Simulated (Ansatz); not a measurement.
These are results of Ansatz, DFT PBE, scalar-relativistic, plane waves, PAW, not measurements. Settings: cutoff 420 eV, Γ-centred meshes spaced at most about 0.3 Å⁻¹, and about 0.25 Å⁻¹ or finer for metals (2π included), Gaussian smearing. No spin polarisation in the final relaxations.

All energies are static (0 K, no zero-point motion).

Two forms of Zr₂Zn₂N₃ were relaxed alike.

A.

```
CELL_PARAMETERS angstrom
2.47455 1.42868 4.06840
-2.47455 1.42868 4.06840
0.00000 -2.85736 4.06840
ATOMIC_POSITIONS crystal
Zr 0.50000 0.50000 0.50000
Zr 0.00000 0.00000 0.00000
Zn 0.28125 0.28125 0.28125
Zn 0.71875 0.71875 0.71875
N 0.00000 0.00000 0.50000
N 0.50000 0.00000 0.00000
N 0.00000 0.50000 0.00000
```

B.

```
CELL_PARAMETERS angstrom
4.34992 0.00000 0.00000
0.00000 4.34992 0.00000
0.00000 0.00000 6.07189
ATOMIC_POSITIONS crystal
Zr 0.00000 0.50000 0.68528
Zr 0.50000 0.00000 0.68528
Zn 0.00000 0.50000 0.17427
Zn 0.50000 0.00000 0.17427
N 0.50000 0.50000 0.53098
N 0.50000 0.50000 0.77425
N 0.00000 0.00000 0.68341
```

Task: Which would you expect to be lower, and how large is the difference?

Result: B is lower, by 0.36 eV/atom. A has space group R-3m (No. 166), 12.3 Å³/atom and no gap on its mesh; B has space group P4mm (No. 99), 16.4 Å³/atom and no gap. Counting N atoms around Zn and Zr (those within 1.25 times the shortest such distance or 1.15 times the sum of covalent radii; a plus sign parts nearer from farther groups; the shortest distance is added where it is long for a bond), A has Zr 6, Zn 3 and B has Zr 6, Zn 4+4 from 3.1 Å. B holds N–N pairs (shortest 1.48 Å); in A the shortest N–N distance is 2.47 Å. The lower one is the more open, so pressure narrows the difference. In A, around Zr on its first site lie 6 N at 2.47 Å, 2 Zn at 2.67 Å and 6 Zn at 3.18 Å; Zn is surrounded by 3 N at 2.00 Å, 1 Zr at 2.67 Å, 3 Zr at 2.93 Å, 3 Zn at 3.13 Å and 3 Zr at 3.18 Å; N is surrounded by 2 Zn at 2.00 Å, 4 N at 2.47 Å and 4 Zr at 2.47–2.49 Å; 1 more site not described. In B, around Zr lie 6 N at 2.17–2.37 Å, 2 Zn at 2.97–3.10 Å and 4 Zr at 3.08 Å; around Zn lie 2 Zr at 2.97–3.10 Å, 2 N at 3.07 Å, 4 Zn at 3.08 Å and 2 N at 3.26 Å; around N on its first site lie 1 N at 1.48 Å, 4 Zr at 2.37 Å and 4 Zn at 3.07 Å; 2 more sites not described. Both come from invented guesses. A third cell relaxed alike, in P-3m1 (a Materials Project cell), lies 0.43 eV/atom below the lower of the two.

Cells relaxed within their symmetry can be saddle points.
